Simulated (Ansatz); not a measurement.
**Magnetic orders of FeCu**

Method: DFT r2SCAN, scalar-relativistic, plane waves, PAW (Ansatz).

```yaml
crystal:
  lattice:
    - [1.43827, -1.98793, 0.00000]
    - [1.43827, 1.98793, 0.00000]
    - [0.00000, 0.00000, 4.13814]
  atoms:
    - { symbol: Fe, position: [0.00000, 0.00000, 0.00000] }
    - { symbol: Cu, position: [0.50000, 0.50000, 0.50000] }
```

```
plane-wave cutoff                               : 500 eV
Γ-centred k-mesh                                : 18×18×10
occupation rule                                 : Gaussian smearing, 0.1 eV
list of starting moments (μB, in atom order)    : 4 0
check for lower electronic states after the SCF : off
```

All runs keep this geometry, which isn't relaxed for the lowest state (largest force there 0.000 eV/Å, pressure -0.4 GPa) and needn't be a stable compound; relaxing each order would shift the differences by some 70 meV/atom, going by the pressures and a bulk modulus of about 150 GPa. r2SCAN tends to overstate moments in metals, so a weak moment here may be absent in the real material. Site moments are spin moments in atom-centred spheres that scale with the neighbour distance. The states are those that the runs reached from these starts; a lower one can exist. No antiferromagnetic start is among these.

Q: Order the starts by the energy of the state that they reach, lowest first.
A. ferromagnetic
B. no spin

A: A (0.00 meV/atom), B (658 meV/atom).

| start | ends | energy above lowest (meV/atom) | site moments (μB) | gap on mesh (eV) | P (GPa) |
| --- | --- | --- | --- | --- | --- |
| no spin | non-magnetic | 658 | none over 0.05 | metal | -16.4 |
| ferromagnetic | ferromagnetic | 0.00 | Fe +2.91, Cu +0.08 | metal | -0.4 |

Cost: 2 runs of about 2.9 core-minutes in all, on Arm Neoverse V2 (shared hosts).